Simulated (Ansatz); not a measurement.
This is a single-point calculation with the PAW code Ansatz on PbO₂ built on the rutile prototype; the level of theory is HSE06. The cell was relaxed with r2SCAN and then strained (uniaxial +1.0 % along z, other directions held), with the atoms relaxed again with r2SCAN; k points keep the names of the unstrained zone.

```yaml
crystal:
  lattice:
    - [4.9838460811, 0.0, 0.0]
    - [0.0, 4.9838460811, 0.0]
    - [0.0, 0.0, 3.4416985261]
  atoms:
    - { symbol: Pb, position: [0.0, 0.0, 0.0] }
    - { symbol: Pb, position: [0.5, 0.5, 0.5] }
    - { symbol: O, position: [0.3075531877, 0.3075531877, 0.0] }
    - { symbol: O, position: [0.1924468123, 0.8075531877, 0.5] }
    - { symbol: O, position: [0.8075531877, 0.1924468123, 0.5] }
    - { symbol: O, position: [0.6924468123, 0.6924468123, 0.0] }
kpoints:
  mp_grid: { grid: [4, 4, 4] }
  band_path:
    path:
      - [0.0, 0.0, 0.0]
      - [0.0, 0.5, 0.0]
      - [0.5, 0.5, 0.0]
      - [0.0, 0.0, 0.5]
      - [0.0, 0.5, 0.5]
      - [0.5, 0.5, 0.5]
      - [-0.074707, -0.074707, 0.084147]
      - [-0.095215, -0.095215, -0.060221]
    npoints: 1
hamiltonian:
  xc: hse06
scf:
  occupations: { method: fermi_dirac, width: 0.02 }
  n_extra_bands: 5
output:
  forces: true
  stress: true
  eigenvalues: true
```

Some lines of the output have been replaced by numbered gaps.
```
Functional definition: HSE06
Crystal: 6 atoms, lattice volume = 85.487 Å³
Basis set: ecut = 420 eV, 1655 PW (Γ)
Bands: 31, of which v1, the nominal top of the filled ones, is band 26 counted from 1 (25 counted from 0)
Symmetry: 16 space group operations
Space group: P42/mnm (ITA 136)
k-points: 18 of 64
[warm-up without exact exchange]
SCF 1 stopped early in 5 iterations: F = -26077.431508 eV  dr2 = 2.35e-7
[exact exchange on]
Exchange kernel: α = 0.2500, screened, ω = 0.2079 Å⁻¹, Wigner–Seitz truncation, v(0) = 1034.5944 eV·Å³, q-mesh 4×4×4
SCF 2 stopped early in 6 iterations: F = -26083.220788 eV  dr2 = 4.74e-6
hybrid outer 1: dexx = +3.583e-2 eV, tail = 5.92e-5 eV
SCF 3 converged in 6 iterations: F = -26083.220532 eV  dr2 = 5.45e-10
hybrid outer 2: dexx = +5.194e-7 eV, tail = 1.41e-8 eV, Δε = 3.32e-3 eV, ΔF = 1.04e-3 eV/Å
hybrid SCF converged: 2 outer / 12 inner (+5 warm-up)
Free energy (F): -26083.220532 eV
Internal energy: -26083.219119 eV  (E = F + TS)
E sigma→0 (E₀):  -26083.219825 eV
Entropy (-TS):   -0.001413 eV (-0.235 meV/atom)
[1]
--- Per-component energies (eV) ---
  E_band       = -185.678150
  E_kinetic    = 1282.267624
  E_local      = -3436.091739
  E_nonlocal   = 900.099237
  E_hartree    = 1326.829965
  E_xc         = -578.106737
  E_vxc        = -499.781833
  E_exx        = -139.795042
  E_paw        = -21487.197611
  E_vpaw       = -806.251309
  E_ewald      = -3951.789522
  E_core_change = 0.555184
  E_smearing   = -0.001413
--- Forces (eV/Å), atoms counted from 1 ---
[2]
--- Stress (GPa, compression-positive) ---
       -3.647254       0.000000       0.000000
        0.000000      -3.647254       0.000000
        0.000000       0.000000      -6.484771
  P = ⅓ Tr σ = -4.5931 GPa (-45.931 kbar)
--- Band table (eV; the first three rows and the last of 18) ---
[3]
```

The rows of the band table are 0: (0, 0, 0) = Γ, 1: (0, 0, 1/4), 2: (0, 0, -1/2) = Z, 17: (-1/2, -1/2, -1/2) = A.

Question: Give the withheld lines. They hold the forces, the Fermi energy and the band table.

Answer:
```
[1]
Fermi energy:    6.713560 eV
[2]
  atom   1  Pb      0.00000      0.00000      0.00000
  atom   2  Pb      0.00000      0.00000      0.00000
  atom   3  O       0.02754      0.02754      0.00000
  atom   4  O     -0.02754      0.02754      0.00000
  atom   5  O       0.02754    -0.02754      0.00000
  atom   6  O     -0.02754    -0.02754      0.00000
[3]
  k-point 0: bands = […, 5.5584, 6.0300, 6.0300, 6.1975, 6.1975, 6.4971, 6.5566, 12.5249, 14.0723, 14.0723, …]
  k-point 1: bands = […, 4.7231, 4.7231, 5.0853, 6.0358, 6.0358, 6.1613, 9.5778, 12.8318, 15.9903, 15.9903, …]
  k-point 2: bands = […, 4.7999, 4.7999, 5.3093, 5.3093, 5.6428, 5.6428, 12.0105, 12.0105, 17.3756, 17.3756, …]
  k-point 17: bands = […, 5.0186, 5.0186, 5.8657, 5.8657, 5.9280, 5.9280, 10.9604, 10.9604, 16.7093, 16.7093, …]
```
Only the leading digits can be foreseen; the rest is this run's record.

With HSE06 the bands overlap by 0.13 eV (counted from 1, band 26 peaks at R and band 27 bottoms out at Γ): no gap. (A hybrid can keep a metallic filling that it started from; no other start was tried.) With the atoms held, the mean pressure is -4.6 GPa (compression positive). (The program warns that its thresholds are loose for a hybrid's stress.) The largest force is 0.04 eV/Å.

Question: What wall time did it need on 1 × NVIDIA H100 80GB HBM3 with 2 threads of AMD EPYC 7R13 Processor (Zen 3) (shared host), and how much host memory at the peak?

Answer: About 66 s, with a peak of 2.2 GiB.

Calculated for a static, non-magnetic cell.

Spin-orbit coupling is left out, which matters wherever the heavy atoms make up the band edges.

Where bands overlap, v1 and c1 are numbered by the electron count and aren't everywhere filled or empty.

The meshes of the hybrids are coarse, so their gaps aren't converged to the digits shown.
